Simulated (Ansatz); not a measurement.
Given:

BeAu:
```xyz
8
Lattice="4.6589 0.0000 0.0000 0.0000 4.6589 0.0000 0.0000 0.0000 4.6589" Properties=species:S:1:pos:R:3 pbc="T T T"
Be     0.7189     1.6105     3.0484
Be     1.6105     3.0484     0.7189
Be     3.0484     0.7189     1.6105
Be     3.9400     3.9400     3.9400
Au     3.9463     3.0420     1.6169
Au     3.0420     1.6169     3.9463
Au     1.6169     3.9463     3.0420
Au     0.7126     0.7126     0.7126
```

This is the PBEsol-relaxed structure.

Task: All from PBEsol (plane waves, PAW; program Ansatz), unless another level is named. Predict the Poisson's ratio.

Result: 0.35.

Task: Give the highest zone-centre frequency.

Result: 417 cm⁻¹.

Space group P2_13. The first step of the workflow began from a Materials Project structure, measured or hypothetical; the Crystallography Open Database files this formula in space group No. 198, but the cells were not matched. Its standing as an ambient phase is unchecked. The PBEsol relaxation kept the symmetry of its start; its stability against distortions is not shown here. As this level gives no gap, phonon frequencies hold no LO–TO term and depend on the k-mesh and smearing (Fermi–Dirac, 0.1 eV here). Scalar-relativistic: spin–orbit coupling is off unless named, which matters more the heavier the elements.

Potentials: the later of the program's two PAW sets.
